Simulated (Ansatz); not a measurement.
CoMo (L1₀ or tetragonal B2, P4/mmm) is relaxed with PBEsol (plane waves, PAW; program Ansatz). What lattice parameters of the conventional cell result?

a = 2.613 Å, c = 3.658 Å.

The start of the workflow was typed in or built on a structure type; neither database checked (COD, Materials Project) lists it. Its standing as an ambient phase is unchecked. The cell was relaxed with PBEsol under the symmetry of its start; whether a distortion lowers the energy is not shown. The workflow began spin-polarised and lost its moments. Axis ratios of metals converge slowly with the k-mesh, so a and c are less sure than the volume.

Potentials: the later of the program's two PAW sets.
